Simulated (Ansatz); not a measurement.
Relaxed SiC (wurtzite):

```yaml
crystal:
  lattice:
    - [3.09195, 0.00000, 0.00000]
    - [-1.54598, 2.67771, 0.00000]
    - [0.00000, 0.00000, 5.07427]
  atoms:
    - { symbol: Si, position: [0.66667, 0.33333, 0.00052] }
    - { symbol: Si, position: [0.33333, 0.66667, 0.50052] }
    - { symbol: C, position: [0.66667, 0.33333, 0.62468] }
    - { symbol: C, position: [0.33333, 0.66667, 0.12468] }
```

Calculation: PBE (plane waves to 420 eV, PAW, scalar-relativistic; Ansatz, a first-principles code). k mesh 10×10×5 (Γ-centred), Fermi-Dirac smearing 0.05 eV. SiC was relaxed with its symmetry unable to fall.

One atom of the cell was then moved (with its periodic images), all else fixed, and the forces (eV/Å) came out as:

```csv
atom,Fx,Fy,Fz
Si1,-1.561,-0.233,-0.151
Si2,-0.202,-0.003,-0.024
C3,-0.001,-0.004,0.004
C4,1.763,0.240,0.171
```

### Question
Which atom was moved, and by which vector (Å)?

### Answer
C4, by (-0.09, 0.00, 0.00), 0.09 Å in all.

(A displaced cell: forces are minus the slopes of the energy, force constants its curvatures, and phonons follow from these.)
